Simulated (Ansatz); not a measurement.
CdSe (zinc blende, F-43m), the program Ansatz at the r²SCAN level (PAW). The conduction-band minimum lies at Γ, with 1 equivalent valley. Second derivatives d²E/dk² of the lowest band at one valley (eV·Å²), along Cartesian directions:

| direction | d²E/dk² |
|---|---|
| [100] | 81.60 |
| [010] | 81.60 |
| [001] | 81.60 |
| [110] | 81.53 |
| [101] | 81.53 |
| [011] | 81.53 |

**Question.** Find the principal effective masses, the density-of-states mass and the conductivity mass.

**Answer.** Off-diagonal terms follow from H_xy = H[110] − (H_xx + H_yy)/2, and m*/mₑ = 7.620 eV·Å² over each eigenvalue: 0.093, 0.093, 0.094. One valley's DOS mass (m₁m₂m₃)^(1/3) = 0.093, conductivity mass 3/(Σ 1/mᵢ) = 0.093 mₑ.

**Question.** What effective density of states Nc follows at 300 K for parabolic valleys?

**Answer.** Nc = 2.509e19 × 1 × (0.093)^(3/2) ≈ 7.1e17 cm⁻³.

**Question.** With the computed static dielectric constant 10.1 (mean of the diagonal), estimate a hydrogenic donor's binding energy and radius.

**Answer.** E = 13.606 eV × 0.093/10.1² ≈ 12 meV; a = 0.529 Å × ε/m* ≈ 57 Å. Semilocal masses tend to be too small where the gap is.

**Question.** With ε∞ = 6.56 and ω_LO = 202 cm⁻¹, what Fröhlich coupling constant follows?

**Answer.** α = (1/ε∞ − 1/ε0) √(m* × 13.606 eV/ħω_LO) = 0.38.

The cell was relaxed with r²SCAN under the symmetry of its start; phonons on a q-mesh show no instability. Scalar-relativistic: spin–orbit coupling is off unless named, which matters more the heavier the elements.

Potentials: the later of the program's two PAW sets.
